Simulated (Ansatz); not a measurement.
Relaxing a structure of PtSe₂

The start is a generated cell, PtSe2 built in the rutile structure type. A full variable-cell relaxation at zero pressure is run with r2SCAN (plane waves to 500 eV, PAW, scalar-relativistic; Ansatz, a quantum-chemistry and plane-wave program). The first steps use a coarse 4×4×6 k-mesh.

Starting cell:
```
PtSe2
1.0
    6.24589     0.00000     0.00000
    0.00000     6.24589     0.00000
    0.00000     0.00000     4.02238
Pt Se
2 4
Direct
  0.00000   0.00000   0.00000
  0.50000   0.50000   0.50000
  0.30496   0.30496   0.00000
  0.80496   0.19504   0.50000
  0.19504   0.80496   0.50000
  0.69504   0.69504   0.00000
```

Problem. Which atoms feel the largest initial force, and how large is it?

Solution. About 0.6 eV/Å, on Se3, Se4, Se5, Se6 (atoms numbered as listed).

Problem. How much energy is released per atom?

Solution. 0.19 eV/atom.

Problem. Is the relaxed structure metallic? Give its gap.

Solution. No gap (metallic).

Problem. Give the final cell and atomic positions.

Solution. 
```cif
data_Pt2Se4
_chemical_formula_sum 'Pt2 Se4'
_space_group_name_H-M_alt 'P42/mnm'
_space_group_IT_number 136
_space_group_name_Hall '-P 4n 2n'
_cell_length_a 5.73695
_cell_length_b 5.73695
_cell_length_c 3.98408
_cell_angle_alpha 90.000
_cell_angle_beta 90.000
_cell_angle_gamma 90.000
loop_
_atom_site_label
_atom_site_type_symbol
_atom_site_symmetry_multiplicity
_atom_site_Wyckoff_symbol
_atom_site_fract_x
_atom_site_fract_y
_atom_site_fract_z
_atom_site_occupancy
Pt1 Pt 2 a 0.00000 0.00000 0.00000 1
Se1 Se 4 f 0.30932 0.30932 0.00000 1
```

The space group stays P4₂/mnm (No. 136) (the run could not lower it); the end is rutile type, with 6 atoms in the primitive cell. Final values are on a 8×8×12 k-mesh of the relaxed cell. No spin polarisation in the result. A magnetic state may lie lower.

The run could not lose the symmetry of its start: the end is stationary, and may be a saddle point rather than a minimum.

The relaxed structure here is a generated cell of PtSe2: the first start was made by placing the elements on the sites of a structure type, and the end was not matched to a known phase here, so it may be hypothetical. Known forms of PtSe2 include space group No. 164.
